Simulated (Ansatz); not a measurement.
V:
```
CELL_PARAMETERS angstrom
     -1.46297     1.46297     1.46297
      1.46297    -1.46297     1.46297
      1.46297     1.46297    -1.46297
ATOMIC_POSITIONS crystal
  V  0.00000 0.00000 0.00000
```

Relaxed with plane-wave PAW LDA (Ansatz code). Indices refer to the conventional cell of Im-3m, a = b = c = 2.926 Å, α = β = γ = 90.00°.

Q: Simulate the powder diffraction pattern (Mo Kα, λ = 0.71073 Å; lines above 1 %) up to 2θ = 45°.

A: Simulated powder pattern, Mo Kα, λ = 0.71073 Å (kinematic, ideal powder, no thermal factors, no anomalous dispersion; the 30 strongest lines at most, above 1 %, up to 2θ = 45°):

| 2θ (°) | d (Å) | I/Imax (%) | hkl |
|---|---|---|---|
| 19.78 | 2.069 | 100 | (110) |
| 28.12 | 1.463 | 16 | (200) |
| 34.61 | 1.195 | 31 | (211) |
| 40.18 | 1.034 | 8.8 | (220) |

The cell was relaxed with LDA under the symmetry of its start. The workflow began spin-polarised and lost its moments.

Potentials: the earlier of the program's two PAW sets. The files were generated under PBE; for other functionals the program regenerates the frozen cores, and for LDA and PBEsol the local potential too.
